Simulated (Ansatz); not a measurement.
MgTl (CsCl type)

```
CELL_PARAMETERS angstrom
      3.56429     0.00000     0.00000
      0.00000     3.56429     0.00000
      0.00000     0.00000     3.56429
ATOMIC_POSITIONS crystal
  Mg 0.00000 0.00000 0.00000
  Tl 0.50000 0.50000 0.50000
```

The slice is a {110} plane (indices of the conventional cell) through the point (0.500, 0.500, 0.500) (fractional), spanned by u = [100] and v = [011] in vectors of this cell: u (3.56 Å) and v (5.04 Å, at 90° to u). It covers one period; positions are fractions (u, v).

These are LDA (plane waves to 420 eV, PAW, scalar-relativistic; Ansatz, a first-principles code) values and carry that method's errors. k mesh 13×13×13. These are valence fields of a PAW run, semicore shells included where kept as valence: close to a nucleus they are smooth pseudo fields. MgTl was relaxed with its symmetry unable to fall. Spin-orbit coupling is left out, though Tl is heavy.

What is the valence density on the shortest Mg–Tl line in this plane (3.09 Å), at its minimum between the atoms?

0.11 e/Å³.

Predict the map of the valence electron density on the slice.


```
v \ u  0.00  0.12  0.24  0.35  0.47  0.59  0.71  0.82  0.94
-----  ----  ----  ----  ----  ----  ----  ----  ----  ----
0.88    0.4   0.2  -0.2  -0.7  -1.0  -0.9  -0.5   0.0   0.4
0.75   -0.5  -0.6  -0.8  -0.9  -1.0  -1.0  -0.9  -0.7  -0.6
0.62   -1.0  -1.0  -1.0  -0.7   0.1  -0.2  -0.9  -1.0  -1.0
0.50   -1.1  -1.1  -0.9   0.6   1.5   1.2  -0.4  -1.0  -1.1
0.38   -1.0  -1.0  -1.0  -0.7   0.1  -0.2  -0.9  -1.0  -1.0
0.25   -0.5  -0.6  -0.8  -0.9  -1.0  -1.0  -0.9  -0.7  -0.6
0.12    0.4   0.2  -0.2  -0.7  -1.0  -0.9  -0.5   0.0   0.4
0.00    1.0   0.7   0.1  -0.6  -0.9  -0.8  -0.2   0.4   0.9
```

Values: log₁₀ of the valence density in e/Å³. The scale is logarithmic, as a density can span decades between atoms and voids.
